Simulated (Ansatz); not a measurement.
TlBr:
```
CELL_PARAMETERS angstrom
      3.98015     0.00000     0.00000
      0.00000     3.98015     0.00000
      0.00000     0.00000     3.98015
ATOMIC_POSITIONS crystal
  Tl 0.00000 0.00000 0.00000
  Br 0.50000 0.50000 0.50000
```

Relaxed with PBE+D3(BJ).

Q: Give the optical modes at the zone centre with their infrared and Raman activity from DFPT, PBE+D3(BJ) (plane waves, PAW; program Ansatz).

A: Transverse frequencies, without the LO–TO term; a row sums one degenerate level.

```json
[
 {"ω (cm⁻¹)": "38", "degeneracy": "3", "IR ((D/Å)²/amu)": "5.36", "Raman (Å⁴/amu)": "0", "activity": "IR", "symmetry": "T1u"}
]
```

Q: How high does the top mode go among those that the LO–TO term moves?

A: 107 cm⁻¹ for q along x.

Space group Pm-3m (CsCl type). Symmetry was held in the PBE+D3(BJ) relaxation; phonons on a q-mesh show no instability. Scalar-relativistic: spin–orbit coupling is off unless named, which matters more the heavier the elements.

Potentials: the later of the program's two PAW sets.
